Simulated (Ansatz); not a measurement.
K$_{2}$NiO$_{2}$ (space group I4/mmm)

```xyz
5
Lattice="-1.9583 1.9583 6.3084 1.9583 -1.9583 6.3084 1.9583 1.9583 -6.3084" Properties=species:S:1:pos:R:3 pbc="T T T"
K      0.0000     0.0000     8.2325
K      0.0000     0.0000     4.3842
Ni     0.0000     0.0000     0.0000
O      0.0000     0.0000     1.6829
O      0.0000     0.0000    10.9338
```

Two coordinates are scanned: the volume, and the ratio of the stretch along z (the conventional c axis) to the stretch across it. Atoms keep their fractional coordinates.

All values below come from PBEsol (plane waves to 420 eV, PAW, scalar-relativistic; Ansatz, an electronic-structure program). k mesh 12×12×12 (Γ-centred), Fermi-Dirac smearing 0.05 eV. Stress and pressure are positive under compression. As the atoms are clamped, bonds stretch with the cell, which overstates energies and stresses. K2NiO2 is run spin-polarised and with no Hubbard U. K2NiO2 was relaxed with its symmetry unable to fall. Relaxed K2NiO2 ends ferromagnetic. The magnetic order is the one the run started from; other orders were not tried.

Changes of σzz (GPa) from the point V/V₀ = 1.000, (c/a)/(c/a)₀ = 1.000 when one coordinate moves alone (two changes are said to add if the coupling is within 5 % of the smaller one, nearly so within 20 %):

```json
[
 {"point": "V/V₀ = 1.000, (c/a)/(c/a)₀ = 0.960", "change": "9.25"},
 {"point": "V/V₀ = 1.000, (c/a)/(c/a)₀ = 0.980", "change": "4.34"},
 {"point": "V/V₀ = 0.920, (c/a)/(c/a)₀ = 1.000", "change": "11.69"},
 {"point": "V/V₀ = 0.960, (c/a)/(c/a)₀ = 1.000", "change": "5.21"},
 {"point": "V/V₀ = 1.040, (c/a)/(c/a)₀ = 1.000", "change": "-4.18"},
 {"point": "V/V₀ = 1.080, (c/a)/(c/a)₀ = 1.000", "change": "-7.53"},
 {"point": "V/V₀ = 1.000, (c/a)/(c/a)₀ = 1.020", "change": "-3.83"},
 {"point": "V/V₀ = 1.000, (c/a)/(c/a)₀ = 1.040", "change": "-7.19"}
]
```

Problem. Do the two effects add at V/V₀ = 1.080, (c/a)/(c/a)₀ = 0.980? Give the computed change.

Solution. The sum of the single changes is -7.53 + (4.34) = -3.19; the calculation gives -4.26, so the coupling contributes -1.07 (over 20 % of the smaller single change, not additive).

Problem. Do the two effects add at V/V₀ = 0.960, (c/a)/(c/a)₀ = 1.020? Give the computed change.

Solution. The sum of the single changes is 5.21 + (-3.83) = 1.38; the calculation gives 0.77, so the coupling contributes -0.61 (under 20 % of the smaller single change, nearly additive).

Problem. Do the two effects add at V/V₀ = 0.920, (c/a)/(c/a)₀ = 0.960? Give the computed change.

Solution. The sum of the single changes is 11.69 + (9.25) = 20.94; the calculation gives 23.95, so the coupling contributes 3.01 (over 20 % of the smaller single change, not additive).

(A scan under strain: stresses follow from slopes of the energy per volume, elastic moduli from its curvatures.)
